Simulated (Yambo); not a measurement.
Yambo run on K₂NaScF₆ (space group Fm-3m, No. 225). The wavefunctions are norm-conserving PBEsol (Quantum ESPRESSO, 88 Ry, scalar-relativistic) ones on a 2×2×2 mesh (40 occupied bands); a = 6.0880 Å, b = 6.0880 Å, c = 6.0880 Å, α = 60.00°, β = 60.00°, γ = 60.00°.

Yambo input:

```
rim_cut
gw0
dyson
el_el_corr
HF_and_locXC
ppa
em1d
RandQpts= 1000000
RandGvec= 1 Ry
EXXRLvcs= 88 Ry
VXCRLvcs= 352 Ry
Chimod= "HARTREE"
% BndsRnXp
 3 | 238 |
%
NGsBlkXp= 8 Ry
% LongDrXp
 1.0 | 1.0 | 1.0 |
%
PPAPntXp= 27.2114 eV
% GbndRnge
 1 | 238 |
%
GTermKind= "BG"
DysSolver= "n"
ExtendOut
% QPkrange
 1 | 1 | 40 | 41 |
%
```

k points by index: 1 = Γ.

Table of the .qp output:

```
#    K-point    Band    Eo [eV]    E [eV]    E-Eo [eV]    Vxc [eV]    Vnlxc [eV]    Sc|Eo [eV]    Sc|E [eV]    dSc/dw|Eo [eV]    Re(Z)    Im(Z)
#
    1    40    0.000000    -2.385645    -2.385645    -22.34886    -30.11162    4.813459    5.377121    -6.428908    0.808891    -0.001167
    1    41    6.647765    7.913546    1.265782    -8.762988    -4.466261    -2.884618    -3.030945    -3.145540    0.896381    -0.619096E-3
```
(The two width columns are left out.) Convergence of these settings isn't established.

Geometry of the Materials Project entry, not relaxed at this level.
